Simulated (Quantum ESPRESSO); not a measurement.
## Kohn-Sham bands of WS₂ (P6₃/mmc, 2Hc stacking as in molybdenite)

```
CELL_PARAMETERS angstrom
      3.18422     0.00000     0.00000
     -1.59211     2.75762     0.00000
      0.00000     0.00000    12.97828
ATOMIC_POSITIONS crystal
  W  0.33333 0.66667 0.25000
  W  0.66667 0.33333 0.75000
  S  0.33333 0.66667 0.62980
  S  0.66667 0.33333 0.37020
  S  0.66667 0.33333 0.12980
  S  0.33333 0.66667 0.87020
```

Structure: Materials Project mp-224, symmetrised, not relaxed again. COD (Crystallography Open Database) has the formula in 2 space groups, this one among them (matched by group alone). Level: PBEsol, no spin polarisation, no spin-orbit coupling; pw.x of Quantum ESPRESSO at 60 Ry with PseudoDojo potentials, 6×6×4 k-points, Wannier90. Density: 12×12×4 mesh, cold smearing 0.01 Ry. The cell is built of weakly bound layers, chains or molecules, whose nearest atoms lie 3.84 Å apart. Database cells relaxed without dispersion often hold them too far apart, which can enlarge gaps and weakens couplings between them; spacing and stacking were not compared with the measured crystal. Spin-orbit coupling is left out although heavy elements are present.

The lattice is scaled uniformly by ε, fractional positions fixed (axis ratios and free coordinates are held, so this isn't the response to pressure); Kohn-Sham values from pw.x, the row at -1.0 % withheld:

```json
[
 {"ε (%)": "-2.0", "gap (eV)": "1.150", "width of the top valence group (eV)": "7.682", "direct gap at Γ (eV)": "2.450", "direct gap at K (eV)": "1.859"},
 {"ε (%)": "-1.0", "gap (eV)": "?", "width of the top valence group (eV)": "?", "direct gap at Γ (eV)": "?", "direct gap at K (eV)": "?"},
 {"ε (%)": "0.0", "gap (eV)": "1.187", "width of the top valence group (eV)": "7.237", "direct gap at Γ (eV)": "2.348", "direct gap at K (eV)": "1.728"},
 {"ε (%)": "1.0", "gap (eV)": "1.198", "width of the top valence group (eV)": "7.029", "direct gap at Γ (eV)": "2.297", "direct gap at K (eV)": "1.665"},
 {"ε (%)": "2.0", "gap (eV)": "1.199", "width of the top valence group (eV)": "6.829", "direct gap at Γ (eV)": "2.245", "direct gap at K (eV)": "1.604"}
]
```

Task: Fit y = y₀ + bε + cε² to the rows at -2.0, 0 and 2.0 %, check it on the fourth row, and predict the withheld one.

Result: 
- gap (eV): b = (1.199 − 1.150)/4 = 0.0123, c = (1.199 + 1.150 − 2×1.187)/8 = -0.00312. Check at 1.0 %: 1.196 for 1.198. Prediction 1.172; the run gives 1.172.
- width of the top valence group (eV): b = (6.829 − 7.682)/4 = -0.2133, c = (6.829 + 7.682 − 2×7.237)/8 = 0.00462. Check at 1.0 %: 7.028 for 7.029. Prediction 7.455; the run gives 7.455.
- direct gap at Γ (eV): b = (2.245 − 2.450)/4 = -0.0513, c = (2.245 + 2.450 − 2×2.348)/8 = -0.00012. Check at 1.0 %: 2.297 for 2.297. Prediction 2.399; the run gives 2.400.
- direct gap at K (eV): b = (1.604 − 1.859)/4 = -0.0637, c = (1.604 + 1.859 − 2×1.728)/8 = 0.00088. Check at 1.0 %: 1.665 for 1.665. Prediction 1.793; the run gives 1.793.
